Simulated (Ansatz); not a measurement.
NbCd3: how the energy converges with the cutoff

NbCd3, Pm-3m, a = 4.215 Å. The structure is a COD entry; whether it is the stable form wasn't checked. Ansatz: PBEsol, PAW, cutoff varied, Γ-centred 10×10×10 mesh on 4 atoms, Gaussian smearing 0.10 eV; no spin polarisation. Single points at one geometry, the cutoff alone changed; ΔE is the energy at zero smearing over the run at 500 eV. The runs up to 350 eV lie under the cutoff recommended for these PAW datasets.

| cutoff (eV) | ΔE (meV/atom) |
| --- | --- |
| 250 | 1266.56 |
| 300 | 105.18 |
| 350 | ? |
| 420 | 0.90 |

Question: Assume ΔE falls exponentially with the cutoff, fit y = ln ΔE against x, the cutoff in eV, to the other rows, and predict the missing value.

Answer: y = 7.144, 4.656, -0.105. Means x = 323.3, y = 3.8983; Σ(Δx)² = 15267, ΣΔxΔy = -642.7; the slope is their ratio. y = 17.51 − 0.04210 x, a factor of ten per 55 eV. At 350 eV this gives ΔE = 16.04 meV/atom. The run gave 4.89, a ratio of 3.28. Between neighbouring rows the decay runs from a factor of ten per 38 eV to one per 95 eV, so one exponential is only a rough guide. The fast fall gives way to a slow tail.